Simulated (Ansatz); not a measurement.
B$_{6}$As in space group R-3m (No. 166; B on 18h, B on 18h, As on 6c), PBEsol in the plane-wave PAW code Ansatz, all energies at zero smearing, with the estimated change up to a 700 eV cutoff added, with one set of potentials and settings (totals compare only within such a set). Cell of 14 atoms (12 B, 2 As): -11460.479 eV.

```json
[
 {"element": "B", "reference phase": "R-3m, 12 atoms in the cell", "E (eV/atom)": "-152.6698"},
 {"element": "As", "reference phase": "R-3m, 2 atoms in the cell", "E (eV/atom)": "-4813.0241"}
]
```

Formation energy per atom, worked out: (-11460.479 − 12×(-152.6698) − 2×(-4813.0241))/14 = -0.171 eV/atom (-16 kJ per mol of atoms), at 0 K, without zero-point energy or fitted corrections.

The first step of the workflow began from a Materials Project structure, measured or hypothetical; the Crystallography Open Database copy checked does not list it. Whether it is the stable phase at ambient conditions was not checked. Symmetry was held in the PBEsol relaxation; phonons on a q-mesh show no instability. The references are the lowest solids computed at this level, not always the standard phases.

Potentials: the later of the program's two PAW sets.
